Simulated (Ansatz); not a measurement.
# Relaxing palladium (bcc)

These are results of Ansatz 0.2.0, DFT, r2SCAN, plane waves (500 eV) with PAW, scalar-relativistic, not measurements. The PAW files were generated under PBE, with cores re-solved for the functional.

k-point mesh 14×14×14, Fermi-Dirac smearing 0.05 eV, starting moments 0.50 μB. Cell and atoms relax.

Starting structure:

```
CELL_PARAMETERS angstrom
-1.54367 1.54367 1.54367
1.54367 -1.54367 1.54367
1.54367 1.54367 -1.54367
ATOMIC_POSITIONS crystal
Pd 0.00000 0.00000 0.00000
```

Question: What cell does the relaxation end in?

Answer: Im-3m with a = 3.110 Å; 15.05 Å³ per atom against 14.71 at the start (2.3 %).

Question: How much energy does the relaxation gain?

Answer: 4.4 meV per atom.

Question: Which magnetic state does it end in?

Answer: non-magnetic.
